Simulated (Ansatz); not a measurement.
K2PtBr4:
```
K2PtBr4
1.0
    7.31518     0.00000     0.00000
    0.00000     7.31518     0.00000
    0.00000     0.00000     4.33155
K Pt Br
2 1 4
Direct
  0.00000   0.50000   0.50000
  0.50000   0.00000   0.50000
  0.00000   0.00000   0.00000
  0.76487   0.76487   0.00000
  0.23513   0.23513   0.00000
  0.23513   0.76487   0.00000
  0.76487   0.23513   0.00000
```

DFT-PBEsol in the program Ansatz with PAW potentials gives a gap of 1.43 eV without spin–orbit coupling, maximum at X, minimum at M.

Problem. What happens when spin–orbit coupling is switched on?

Solution. The gap falls by 0.24 eV, to 1.19 eV; maximum at M, minimum at M.

Problem. Give the electron effective mass with spin–orbit coupling.

Solution. 0.50, 0.50, 4.8 mₑ (principal values).

Problem. Give the hole effective mass with spin–orbit coupling.

Solution. 2.0, 2.9, 2.9 mₑ (principal values).

Space group P4/mmm. The first step of the workflow began from a Materials Project structure, measured or hypothetical; the Crystallography Open Database copy checked does not list it. Its standing as an ambient phase is unchecked. Symmetry was held in the PBEsol relaxation; its stability against distortions is not shown here. No spin polarisation was allowed.

Potentials: the later of the program's two PAW sets.
